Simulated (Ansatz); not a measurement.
## Squeezing Ag (sc type)

```
CELL_PARAMETERS angstrom
2.68536 0.00000 0.00000
0.00000 2.68536 0.00000
0.00000 0.00000 2.68536
ATOMIC_POSITIONS crystal
Ag 0.00000 0.00000 0.00000
```

The cell comes from a relaxation on PAW files under the same functional, begun from a prototype that needn't be the stable phase.

Its volume is scaled at fixed shape and fractional positions.

Level of theory: DFT with PBEsol, scalar-relativistic, in Ansatz 0.2.0; a Γ-centred 16×16×16 k mesh, Fermi–Dirac smearing of 0.05 eV, no spin polarisation. LAPW: all electrons, basis error target 1 meV/atom; PAW: frozen-core files, cutoff 420 eV; crystal datasets: all electrons, by PAW datasets that the program makes for each cell; norm-conserving: pseudopotentials, cutoff 1116 eV; PAW (cutoff 250 eV): frozen-core files, cutoff 250 eV.

Energies are extrapolated to zero smearing and count from the unscaled cell; pressure is positive in compression; gaps take the mesh and a band path. No temperature or zero-point motion is included.

The PAW files were made under PBE. The structure type is held throughout; the real material can change phase at far lower pressure.

| V/V0 | V (Å³/atom) | P LAPW (GPa) | ΔE LAPW (eV/atom) | P PAW − LAPW (GPa) | ΔE PAW − LAPW (meV/atom) |
| --- | --- | --- | --- | --- | --- |
| 1.00 | 19.36 | -0.04 | 0.000 | 0.01 | 0.0 |
| 0.92 | 17.82 | 9.23 | 0.040 | 0.00 | 0.0 |
| 0.84 | 16.27 | 24.9 | 0.199 | -0.01 | 0.0 |
| 0.76 | 14.72 | 51.9 | 0.558 | -0.03 | -0.1 |
| 0.68 | 13.17 | ? | ? | ? | ? |
| 0.60 | 11.62 | 183.0 | 2.588 | -0.14 | -1.5 |
| 0.52 | 10.07 | 340.3 | 5.036 | -0.27 | -3.4 |
| 0.45 | 8.71 | 600.0 | 8.900 | -0.22 | -5.7 |

(1) Fit the Vinet equation to the LAPW pressures shown (residuals weighted by 1/(|P| + 0.03·Pmax)), and predict the pressure of the withheld row.

(2) At the smallest volume, how far do crystal datasets and norm-conserving and PAW (cutoff 250 eV) lie from LAPW in pressure?

(3) How do the Löwdin populations by LAPW change from the unscaled cell to the last row?

## Answers

(1) The fit gives V0 = 19.37 Å³/atom, B0 = 84.9 GPa and B0′ = 6.06. At 13.17 Å³/atom, x = (V/V0)^(1/3) = 0.8793, and P = 3·B0·(1 − x)/x²·exp[1.5·(B0′ − 1)·(1 − x)] = 99.3 GPa. The run itself gave 98.8 GPa (+0.5 % off) and ΔE = 1.266 eV/atom.

(2) crystal datasets: 0.00 GPa; norm-conserving: +6.78 GPa; PAW (cutoff 250 eV): +19.98 GPa, on a LAPW pressure of 600.0 GPa.

(3) Ag 4s 1.99 → 1.94, Ag 4d 9.87 → 9.84 electrons an atom. These are projections on the shells that the free atoms fill; 0.12 e a cell lies outside them at the start and 0.19 e at the end.
